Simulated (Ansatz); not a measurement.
Sc (hcp, Mg type)

```xyz
2
Lattice="3.3295 0.0000 0.0000 -1.6647 2.8834 0.0000 0.0000 0.0000 5.1919" Properties=species:S:1:pos:R:3 pbc="T T T"
Sc     0.0000     1.9223     3.8940
Sc     1.6647     0.9611     1.2980
```

The slice is a (-1 1 0 2) plane (indices of the conventional cell) through the point (0.667, 0.333, 0.250) (fractional), spanned by u = [110] and v = [1 -1 1] in vectors of this cell: u (3.33 Å) and v (7.76 Å, at 90° to u). It covers one period; positions are fractions (u, v).

The numbers are results of r2SCAN (plane waves to 500 eV, PAW, scalar-relativistic; Ansatz, a program for electronic structure), not measurements. k mesh 16×16×9. Near the nuclei the fields are pseudised (PAW); where an atom keeps semicore shells as valence, they peak there. Sc is run without spin polarisation. Sc was relaxed with its symmetry unable to fall.

Problem. What is the ELF at the midpoint of the shortest Sc–Sc line in this plane (3.33 Å)?

Solution. 0.31.

Problem. What is the valence density on the shortest Sc–Sc line in this plane (3.33 Å), at its midpoint?

Solution. 0.11 e/Å³.

Problem. Predict the map of the valence electron density on the slice.

Solution. 
```
|99862000002689|
|88741000001478|
|66420000000246|
|32100000000012|
|00000000000000|
|00000000000000|
|00000000000000|
|00000000000000|
|11000000000001|
|32100000000012|
|54310000000134|
|76421000001246|
|77531000001357|
|76521000001256|
|55310000000135|
|32110000000112|
|10000000000000|
|00000000000000|
|00000000000000|
|00000000000000|
|00000000000000|
|00000000000000|
|00000000000000|
|00000000000000|
|00000000000000|
|00000000000000|
|00000000000000|
|32100000000012|
|66421000001246|
|88742000002478|
|99862000002689|
|99963000003699|
```
Scale: ten equal steps from -0.98 (start of '0') to 0.87 (end of '9'), in the order '0123456789'. Values: log₁₀ of the valence density in e/Å³. The map has 14 points along u (one character each, u = 0 at the left) and 32 along v (v = 0 in the bottom row). The scale is logarithmic, as a density can span decades between atoms and voids.
